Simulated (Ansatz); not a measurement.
Tl:
```
Tl
1.0
    3.38930     0.00000     0.00000
   -1.69465     2.93522     0.00000
    0.00000     0.00000     5.47848
Tl
2
Direct
  0.33333   0.66667   0.75000
  0.66667   0.33333   0.25000
```

Relaxed with LDA. Special points in fractions of this cell's reciprocal vectors: Γ (0.000, 0.000, 0.000); M (0.500, 0.000, 0.000); K (0.333, 0.333, 0.000); A (0.000, 0.000, 0.500); L (0.500, 0.000, 0.500); H (0.333, 0.333, 0.500).

Problem. List the band energies nearest the Fermi level at these points for LDA (plane waves, PAW; program Ansatz).

Solution. In eV from the Fermi level; about four levels below and three above (degenerate sets whole), none deeper than 8.9 eV; points with the same levels are listed once.

```
k                    below                          above
-  -----------------------  -----------------------------
Γ              -5.30 -3.13                8.33 8.33 10.48
M        -5.87 -4.83 -0.78                 0.35 1.28 3.87
K        -4.66 -4.66 -1.43                 1.77 1.77 2.73
A                        –  3.29 3.29 9.33 9.33 9.33 9.33
L  -4.77 -4.77 -2.49 -2.49            5.72 5.72 6.21 6.21
H  -4.09 -4.09 -1.01 -1.01            0.14 0.14 7.73 7.73
```

Space group P6_3/mmc (hcp (Mg type)). The LDA relaxation kept the symmetry of its start. Spin–orbit coupling is left out wherever it is not named.

Potentials: the earlier of the program's two PAW sets. The files were generated under PBE; for other functionals the program regenerates the frozen cores, and for LDA and PBEsol the local potential too.
